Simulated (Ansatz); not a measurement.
Geometry optimisation in Ansatz: input, command and trajectory.

```yaml
crystal:
  lattice:
    - [-3.2050917964, 3.2050917964, 2.6455846598]
    - [3.2050917964, -3.2050917964, 2.6455846598]
    - [3.2050917964, 3.2050917964, -2.6455846598]
  atoms:
    - { symbol: In, position: [0.1541835032, 0.6541835032, 0.8083670064] }
    - { symbol: In, position: [0.6541835032, 0.8458164968, 0.5] }
    - { symbol: In, position: [0.8458164968, 0.3458164968, 0.1916329936] }
    - { symbol: In, position: [0.3458164968, 0.1541835032, 0.5] }
    - { symbol: Ag, position: [0.75, 0.75, 0.0] }
    - { symbol: Ag, position: [0.25, 0.25, 0.0] }
basis:
  ecutwfc: 500
kpoints:
  mp_grid: { grid: [10, 10, 10] }
hamiltonian:
  xc: r2scan
scf:
  occupations: { method: gaussian, width: 0.1 }
output:
  forces: true
  stress: true
  eigenvalues: true
relax:
  adjacent_minimum: "off"
  f_tol: 0.008
  max_steps: 50
  cell: { stress_tol: 0.08, p_target: 25.0 }
```

```bash
ansatz run input.yaml --threads 1 --pin off --max-ram 2560MiB --backend cpu --events-out ev --progress --plain --runs-dir out
```

The calculation used DFT r2SCAN, scalar-relativistic, plane waves, PAW (Ansatz 0.2.0).

Of 6 frames 5 are shown, positions in Å and forces in eV/Å; the SCF threshold varies from step to step. Steps run on the plane waves of an earlier cell, with a Pulay correction in the pressure. The basis is chosen afresh for the last frame, the zero of the energies, and at times for earlier ones too; energy and pressure can step there, also at an unchanged geometry. Where two frames share a geometry here, they differ by under 2 meV/atom and 0.3 GPa. The relaxation lowers the enthalpy F + PV at the target pressure, so the free energy itself can rise. The mark taken_back stands on steps that the optimiser undid.

```xyz
6
Lattice="-3.2051 3.2051 2.6456 3.2051 -3.2051 2.6456 3.2051 3.2051 -2.6456" Properties=species:S:1:pos:R:3:forces:R:3 pbc="T T T" step=1 free_energy_over_end_meV_per_atom=-19.33 pressure_GPa=23.65
In    4.1934    0.9883    0.0000   -0.0229   -0.0229    0.0000
In    2.2167    0.9883    2.6456    0.0229   -0.0229    0.0000
In   -0.9883    2.2167    2.6456    0.0229    0.0229    0.0000
In    0.9883    2.2167    0.0000   -0.0229    0.0229    0.0000
Ag    0.0000    0.0000    3.9684    0.0000    0.0000    0.0000
Ag    0.0000    0.0000    1.3228    0.0000    0.0000    0.0000
6
Lattice="-3.2008 3.2008 2.5849 3.2008 -3.2008 2.5849 3.2008 3.2008 -2.5849" Properties=species:S:1:pos:R:3:forces:R:3 pbc="T T T" step=2 free_energy_over_end_meV_per_atom=55.72 pressure_GPa=28.56 taken_back
In    4.1771    0.9763    0.0000    0.0698    0.0698    0.0000
In    2.2245    0.9763    2.5849   -0.0698    0.0698    0.0000
In   -0.9763    2.2245    2.5849   -0.0698   -0.0698    0.0000
In    0.9763    2.2245    0.0000    0.0698   -0.0698    0.0000
Ag    0.0000    0.0000    3.8774    0.0000    0.0000    0.0000
Ag    0.0000    0.0000    1.2925    0.0000    0.0000    0.0000
6
Lattice="-3.2082 3.2082 2.6212 3.2082 -3.2082 2.6212 3.2082 3.2082 -2.6212" Properties=species:S:1:pos:R:3:forces:R:3 pbc="T T T" step=3 free_energy_over_end_meV_per_atom=-0.31 pressure_GPa=24.98
In    4.1942    0.9859    0.0000   -0.0033   -0.0033    0.0000
In    2.2223    0.9859    2.6212    0.0033   -0.0033    0.0000
In   -0.9859    2.2223    2.6212    0.0033    0.0033    0.0000
In    0.9859    2.2223    0.0000   -0.0033    0.0033    0.0000
Ag    0.0000    0.0000    3.9317    0.0000    0.0000    0.0000
Ag    0.0000    0.0000    1.3106    0.0000    0.0000    0.0000
6
Lattice="-3.2108 3.2108 2.6190 3.2108 -3.2108 2.6190 3.2108 3.2108 -2.6190" Properties=species:S:1:pos:R:3:forces:R:3 pbc="T T T" step=4 free_energy_over_end_meV_per_atom=-2.43 pressure_GPa=24.85
In    4.1966    0.9858    0.0000    0.0057    0.0057    0.0000
In    2.2249    0.9858    2.6190   -0.0057    0.0057    0.0000
In   -0.9858    2.2249    2.6190   -0.0057   -0.0057    0.0000
In    0.9858    2.2249    0.0000    0.0057   -0.0057    0.0000
Ag    0.0000    0.0000    3.9284    0.0000    0.0000    0.0000
Ag    0.0000    0.0000    1.3095    0.0000    0.0000    0.0000
6
Lattice="-3.2099 3.2099 2.6181 3.2099 -3.2099 2.6181 3.2099 3.2099 -2.6181" Properties=species:S:1:pos:R:3:forces:R:3 pbc="T T T" step=6 free_energy_over_end_meV_per_atom=0.00 pressure_GPa=25.00
In    4.1959    0.9860    0.0000    0.0000    0.0000    0.0000
In    2.2239    0.9860    2.6181    0.0000    0.0000    0.0000
In   -0.9860    2.2239    2.6181    0.0000    0.0000    0.0000
In    0.9860    2.2239    0.0000    0.0000    0.0000    0.0000
Ag    0.0000    0.0000    3.9272    0.0000    0.0000    0.0000
Ag    0.0000    0.0000    1.3091    0.0000    0.0000    0.0000
```

It took 6.7 min on 1 thread of Arm Neoverse V2 (shared host), peak memory 1 GiB.